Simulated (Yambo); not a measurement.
Yambo input for BeS (zinc blende, space group F-43m, No. 216) under isotropic strain of -1.5 % on all lattice vectors (a = b = c = 3.3709 Å, α = β = γ = 60.00°), on PBEsol (pw.x of Quantum ESPRESSO, ONCV potentials, without SOC) wavefunctions on a 18×18×18 mesh:

```
optics
chi
dipoles
kernel
FFTGvecs= 40 Ry
Chimod= "HARTREE"
NGsBlkXd= 4 Ry
% QpntsRXd
 1 | 1 |
%
% BndsRnXd
 2 | 19 |
%
GrFnTpXd= "R"
% EnRngeXd
 0.0 | 20.0 | eV
%
% DmRngeXd
 0.2 | 0.2 | eV
%
CGrdSpXd= 50
ETStpsXd= 161
% LongDrXd
 1.0 | 0.0 | 0.0 |
%
```

First lines of the file o-*.eps_q1_inv_rpa_dyson:

```
Absorption @ Q(1):   1.00000000     0.00000000     0.00000000    [q->0 direction]
#
# [ X ] Hartree size     :   51
# [GEN] GF Energies     : Perdew, Burke & Ernzerhof SOL(X)+Perdew, Burke & Ernzerhof SOL(C)
# [GEN] Green`s Function     : Retarded
#
# [GEN] Gauge     : Length
# [GEN] [r,Vnl] included     : yes
#
#    E[1] [eV]     Im(eps)     Re(eps)     Im(eps_o)     Re(eps_o)
#
     0.000000     -0.39897E-14     5.140946     0.99081E-18     5.969471
     0.125000     0.003441     5.142018     0.004479     5.970866
     0.250000     0.006894     5.145236     0.008976     5.975055
     0.375000     0.010372     5.150613     0.013506     5.982055
     0.500000     0.013889     5.158169     0.018088     5.991893
     0.625000     0.017456     5.167930     0.022741     6.004606
     0.750000     0.021089     5.179934     0.027481     6.020242
     0.875000     0.024801     5.194223     0.032331     6.038864
     1.000000     0.028608     5.210853     0.037310     6.060544
     1.125000     0.032526     5.229888     0.042440     6.085370
     1.250000     0.036572     5.251400     0.047747     6.113443
     1.375000     0.040766     5.275476     0.053255     6.144880
     1.500000     0.045128     5.302213     0.058995     6.179813
     1.625000     0.049681     5.331721     0.064996     6.218397
     1.750000     0.054450     5.364128     0.071294     6.260802
     1.875000     0.059463     5.399573     0.077928     6.307225
     2.000000     0.064750     5.438219     0.084941     6.357885
     2.125000     0.070348     5.480244     0.092382     6.413031
     2.250000     0.076296     5.525852     0.100307     6.472945
     2.375000     0.082639     5.575273     0.108780     6.537943
     2.500000     0.089428     5.628765     0.117873     6.608384
     2.625000     0.096724     5.686621     0.127670     6.684675
     2.750000     0.104596     5.749173     0.138270     6.767278
     2.875000     0.113123     5.816799     0.149787     6.856720
     3.000000     0.122402     5.889928     0.162356     6.953602
     3.125000     0.132543     5.969054     0.176136     7.058616
     3.250000     0.143680     6.054744     0.191320     7.172557
     3.375000     0.155975     6.147651     0.208138     7.296349
     3.500000     0.169621     6.248539     0.226871     7.431067
     3.625000     0.184858     6.358296     0.247865     7.577973
     3.750000     0.201983     6.477971     0.271550     7.738558
     3.875000     0.221367     6.608807     0.298468     7.914594
     4.000000     0.243484     6.752294     0.329310     8.108215
```
(The file goes on to the top of the energy range.) Convergence of the RPA response with its 18×18×18 mesh was not tested.

Geometry strained from the cell relaxed with PBEsol, atoms relaxed again.
